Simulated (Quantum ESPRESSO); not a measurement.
K₃NaBr₄ (changed cell): field gradients at the nuclei

```yaml
crystal:
  lattice:
    - [6.56543, 0.00000, 0.00000]
    - [0.00000, 6.56543, 0.00000]
    - [0.00000, 0.00000, 6.56543]
  atoms:
    - { symbol: Na, position: [0.00000, 0.00000, 0.00000] }
    - { symbol: Br, position: [0.50000, 0.00000, 0.00000] }
    - { symbol: K, position: [0.00000, 0.50000, 0.50000] }
    - { symbol: Br, position: [0.50000, 0.50000, 0.50000] }
    - { symbol: K, position: [0.50000, 0.00000, 0.50000] }
    - { symbol: Br, position: [0.00000, 0.00000, 0.50000] }
    - { symbol: K, position: [0.50000, 0.50000, 0.00000] }
    - { symbol: Br, position: [0.00000, 0.50000, 0.00000] }
```
The cell was made here from a computed Materials Project entry: one of 4 K replaced by Na, cell and atoms relaxed (PBE without dispersion, pw.x of a modified build of Quantum ESPRESSO, symmetry kept). The parent is KBr in Fm-3m. The swapped cell is a model, not a known phase. Stability against distortions was not tested.

Convention: |Vzz| is the largest principal value, η_Q = (Vxx − Vyy)/Vzz, |C_Q| = |eQVzz/h|. Cores are frozen. Against all-electron runs on small test molecules, this scheme's |Vzz| missed by −5 % on Br. Static lattice: thermal averaging is not included.

Quadrupole moments taken as inputs (sizes, barn, from the tables of PySCF and pymatgen): ²³Na 0.104, ⁷⁹Br 0.313, ³⁹K 0.0585.

Task: What do the calculations give at each independent site (field gradients by the PAW reconstruction of the field gradient on a scalar-relativistic PBE ground state (Quantum ESPRESSO, JTH datasets), 30 Ha, k-mesh 4×4×4 through Γ)?

Result: 
| site | site symmetry | Vzz (10²¹ V/m²) | η_Q | ∣C_Q∣ (MHz) |
|---|---|---|---|---|
| Na (atom 1) | m-3m | 0 | – | 0 (²³Na) |
| Br1 (atoms 2, 6, 8) | 4/mmm | 5.19 | 0.00 | 39.3 (⁷⁹Br) |
| K (atoms 3, 5, 7) | 4/mmm | under 0.2 | – | under 0.27 (³⁹K) |
| Br2 (atom 4) | m-3m | 0 | – | 0 (⁷⁹Br) |
